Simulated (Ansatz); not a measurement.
WC (CsCl type, Pm-3m), plane-wave PAW PBE (Ansatz code), all energies at zero smearing, with the estimated change up to a 700 eV cutoff added, with one set of potentials and settings (totals compare only within such a set). Cell of 2 atoms (1 W, 1 C): -10635.351 eV.

```
element                reference phase  E (eV/atom)
-------  -----------------------------  -----------
W           Im-3m, 1 atoms in the cell  -10385.9177
C        P6_3/mmc, 4 atoms in the cell    -250.9463
```

Formation energy per atom, worked out: (-10635.351 − 1×(-10385.9177) − 1×(-250.9463))/2 = 0.756 eV/atom (73 kJ per mol of atoms), at 0 K, without zero-point energy or fitted corrections.

A made-up cell: these elements were put on the sites of a structure type; neither database checked (COD, Materials Project) lists it. It is not the phase usual at ambient conditions (space group No. 187). The cell was relaxed with PBE under the symmetry of its start; whether a distortion lowers the energy is not shown. No spin polarisation was allowed. The references are the lowest solids computed at this level, not always the standard phases. Spin–orbit coupling is left out wherever it is not named.

Potentials: the earlier of the program's two PAW sets.
